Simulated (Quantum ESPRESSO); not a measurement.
```cif
data_F24K8Li4Sc4
_chemical_formula_sum 'Li4 F24 K8 Sc4'
_space_group_name_H-M_alt 'Fm-3m'
_space_group_IT_number 225
_space_group_name_Hall '-F 4 2 3'
_cell_length_a 8.28961
_cell_length_b 8.28961
_cell_length_c 8.28961
_cell_angle_alpha 90.000
_cell_angle_beta 90.000
_cell_angle_gamma 90.000
loop_
_atom_site_label
_atom_site_type_symbol
_atom_site_symmetry_multiplicity
_atom_site_Wyckoff_symbol
_atom_site_fract_x
_atom_site_fract_y
_atom_site_fract_z
_atom_site_occupancy
Li1 Li 4 b 0.50000 0.50000 0.50000 1
F1 F 24 e 0.00000 0.00000 0.24559 1
K1 K 8 c 0.25000 0.25000 0.25000 1
Sc1 Sc 4 a 0.00000 0.00000 0.00000 1
```
(The calculation used a cell of 10 atoms; values per cell refer to that cell.)

The geometry is that of Materials Project entry mp-1111110, symmetrised and not relaxed again.

Problem. What does LDA (pw.x of Quantum ESPRESSO, ONCV potentials, scalar-relativistic) give for the electronic structure near the Fermi level?

Solution. The LDA gap is direct, 6.75 eV at Γ. Another valence extremum on the path lies within 0.02 eV, too close to call. 

The structure is a Materials Project entry; no match was found in the copy of COD used, and its stability was not checked.
